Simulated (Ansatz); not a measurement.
**Computed properties of DyI3**

DyI3:
```
DyI3
1.0
   11.07606     0.00000     0.00000
   -5.53803     9.59215     0.00000
    0.00000     0.00000     4.00739
Dy I
2 6
Direct
  0.33333   0.66667   0.75000
  0.66667   0.33333   0.25000
  0.21294   0.42588   0.25000
  0.78706   0.57412   0.75000
  0.78706   0.21294   0.75000
  0.21294   0.78706   0.25000
  0.57412   0.78706   0.25000
  0.42588   0.21294   0.75000
```
The run is spin-polarised; directions of the spins, atom by atom: ↑ ↑ 0 0 0 0 0 0.

Space group P6_3/mmc (No. 194); conventional cell a = b = 11.076 Å, c = 4.007 Å, α = β = 90.00°, γ = 120.00°.

Method: r²SCAN (plane waves, PAW; program Ansatz). Structure relaxed to zero pressure with the same functional. Other levels are named where they apply.

**Cell and energy**

```
Property             Result
---------------  ----------
Volume per atom    53.22 Å³
Density          4.24 g/cm³
```

**Electronic structure**

```
Quantity                                                                                           Value
----------------------------------------  --------------------------------------------------------------
Band gap                                                                              0.62 eV (indirect)
Valence-band maximum                                                                                at Γ
Conduction-band minimum                   on the Γ–A line, 44 % of the way from Γ (2 equivalent valleys)
Smallest direct gap on the standard path                                                         0.65 eV
```

**Magnetism**

```
Item                       Value
--------------  ----------------
Magnetic order     ferromagnetic
Net moment      1.25 μB per atom
```

The first step of the workflow began from a Materials Project structure, measured or hypothetical; the Crystallography Open Database copy checked does not list it. Its standing as an ambient phase is unchecked. The r²SCAN relaxation kept the symmetry of its start; whether a distortion lowers the energy is not shown. The final state is ferromagnetic, chosen from 2 collinear starts compared on coarse meshes (ties went to the first, and starts can fall back to one state), not a proven ground state. Caveat: open 4f shells can settle in a state that is not the lowest. Other orbital occupations within this spin state were not tried. No Hubbard U is applied. A crystal of weakly bound chains computed without a dispersion correction: the cell and the soft elastic constants depend strongly on that. Spin–orbit coupling is left out wherever it is not named.

Potentials: the later of the program's two PAW sets.
